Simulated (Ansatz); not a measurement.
Level of theory: Ansatz 0.2.0, DFT PBE, scalar-relativistic, plane waves, PAW. Plane waves to 420 eV, a 6×6×6 mesh through Γ for the 9-atom cell and 0.02 eV Gaussian smearing; no spin polarisation.

The zero of energy is the elements' standard structures at the same level; no fitted shifts are applied. The references include grey tin.

Problem. Give a relaxed trial structure of a trigonal narrow-gap semiconductor with formula HfSn₂Se₆, with a gap near 0.3 eV, a formation energy near −0.61 eV/atom and about 31 Å³ per atom, in a cell of 9 atoms.

Solution. HfSn₂Se₆, space group R-3 (No. 148). Hf is surrounded by 6 Se at 2.72 Å; around Sn lie 6 Se at 2.74 Å; around Se lie 1 Hf at 2.72 Å and 2 Sn at 2.74 Å.

```
Hf Sn Se
1.0
     3.34343    1.93033    7.18455
    -3.34343    1.93033    7.18455
     0.00000   -3.86067    7.18455
Hf Sn Se
1 2 6
Direct
  0.00000 0.00000 0.00000
  0.33339 0.33339 0.33339
  0.66661 0.66661 0.66661
  0.07339 0.74325 0.40414
  0.40414 0.07339 0.74325
  0.74325 0.40414 0.07339
  0.92661 0.25675 0.59586
  0.25675 0.59586 0.92661
  0.59586 0.92661 0.25675
```

* Volume per atom: 30.9 Å³
* Density: 5.3 g/cm³
* Energy over the elements: −0.613 eV/atom
* Gap on the 6×6×6 mesh of the 9-atom cell: 0.35 eV

The structure comes from a generated guess, relaxed at this level; another structure or a mixture of phases may lie lower. Other answers may fit too; this one was computed.

Weakly bound directions are ill-defined at this level, which has no dispersion term. These runs have no spin–orbit coupling, which can matter for Hf. Kohn–Sham gaps at this level usually fall short of measured ones. The reference form of Se is held partly by dispersion forces, which this level lacks. Small gaps are read on the mesh alone, and bands can cross between its points. A later test with randomly moved atoms came back to the same energy, though modes that don't fit the test's cell weren't probed.
